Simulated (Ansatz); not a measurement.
**Property card for InAs**

InAs:
```cif
data_As4In4
_chemical_formula_sum 'As4 In4'
_space_group_name_H-M_alt 'Fm-3m'
_space_group_IT_number 225
_space_group_name_Hall '-F 4 2 3'
_cell_length_a 5.65170
_cell_length_b 5.65170
_cell_length_c 5.65170
_cell_angle_alpha 90.000
_cell_angle_beta 90.000
_cell_angle_gamma 90.000
loop_
_atom_site_label
_atom_site_type_symbol
_atom_site_symmetry_multiplicity
_atom_site_Wyckoff_symbol
_atom_site_fract_x
_atom_site_fract_y
_atom_site_fract_z
_atom_site_occupancy
As1 As 4 a 0.00000 0.00000 0.00000 1
In1 In 4 b 0.50000 0.50000 0.50000 1
```
(The calculation used a cell of 2 atoms; values per cell refer to that cell.)

Space group Fm-3m (No. 225), rock salt; conventional cell a = 5.6517 Å, b = 5.6517 Å, c = 5.6517 Å, α = 90.00°, β = 90.00°, γ = 90.00°.

Method: PBEsol (plane waves, PAW; program Ansatz). The cell and atoms are relaxed at this level. Other levels are named where they apply.

### Cell and energy

```
Quantity                                                        Value
-----------------------------------------------------  --------------
Volume per atom                                              22.57 Å³
Density                                                    6.98 g/cm³
Formation energy from the elements (no fitted shifts)  -0.060 eV/atom
```

### Electronic structure

```
Quantity                                                                    Result
------------------------------------  --------------------------------------------
Electronic character                                             metallic (no gap)
Density of states at the Fermi level  0.59 states/eV per atom (mean over ±0.08 eV)
```

### Mechanics

```
Quantity                                                                       Value
--------------------------------------------  --------------------------------------
Bulk modulus (Birch–Murnaghan fit)                                          71.7 GPa
Pressure derivative B′                                                           4.8
Elastic constants (relaxed ions, GPa)              C11 = 149, C12 = 32.7, C44 = 18.0
Mechanical stability                          stable (all eigenvalues of C positive)
Hill bulk and shear moduli                                         71.5 and 29.5 GPa
Young's modulus                                                             77.7 GPa
Poisson's ratio                                                                 0.32
Debye temperature from the elastic constants                                   242 K
```

### Phonons

```
Item                                           Result
-----------------------------  ----------------------
Highest zone-centre frequency                122 cm⁻¹
Zone-centre stability          no imaginary mode at Γ
```

The cell is a constructed one: a structure type filled with these elements; the Crystallography Open Database copy checked does not list it. It is not the phase usual at ambient conditions (space group No. 216). Symmetry was held in the PBEsol relaxation. As this level gives no gap, shear constants depend on the k-mesh and smearing (Fermi–Dirac, 0.1 eV here). As this level gives no gap, phonon frequencies hold no LO–TO term and depend on the k-mesh and smearing (Fermi–Dirac, 0.1 eV here). The references are the lowest solids computed at this level, not always the standard phases. Spin–orbit coupling is left out wherever it is not named.

Potentials: the later of the program's two PAW sets.
